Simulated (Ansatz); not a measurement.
Data:

Bi2W:
```cif
data_Bi4W2
_chemical_formula_sum 'W2 Bi4'
_space_group_name_H-M_alt 'P 1'
_space_group_IT_number 1
_cell_length_a 5.85799
_cell_length_b 5.85799
_cell_length_c 8.42019
_cell_angle_alpha 59.981
_cell_angle_beta 120.019
_cell_angle_gamma 142.079
loop_
_space_group_symop_operation_xyz
  'x, y, z'
loop_
_atom_site_label
_atom_site_type_symbol
_atom_site_fract_x
_atom_site_fract_y
_atom_site_fract_z
_atom_site_occupancy
W1 W 0.12910 0.87090 0.16949 1
W2 W 0.87090 0.12910 0.83051 1
Bi1 Bi 0.83921 0.16079 0.44760 1
Bi2 Bi 0.16079 0.83921 0.55240 1
Bi3 Bi 0.59517 0.40483 0.87972 1
Bi4 Bi 0.40483 0.59517 0.12028 1
```

This is the PBE-relaxed structure.

Q: All from PBE in the plane-wave PAW code Ansatz, unless another level is named. Estimate the formation energy from the elements (no fitted shifts).

A: 0.64 eV/atom.

Q: What about the density of states at the Fermi level?

A: 0.58 states/eV per atom (mean over ±0.08 eV).

Space group C2/m. The start of the workflow was typed in or built on a structure type; neither database checked (COD, Materials Project) lists it. Its standing as an ambient phase is unchecked. Symmetry was held in the PBE relaxation; whether a distortion lowers the energy is not shown. No spin polarisation was allowed. The volume moved by -17 % from the start of the relaxation. Its formation energy is positive at this level, so the cell may be metastable or incomplete. The references are the lowest solids computed at this level, not always the standard phases. Scalar-relativistic: spin–orbit coupling is off unless named, which matters more the heavier the elements.

Potentials: the earlier of the program's two PAW sets.
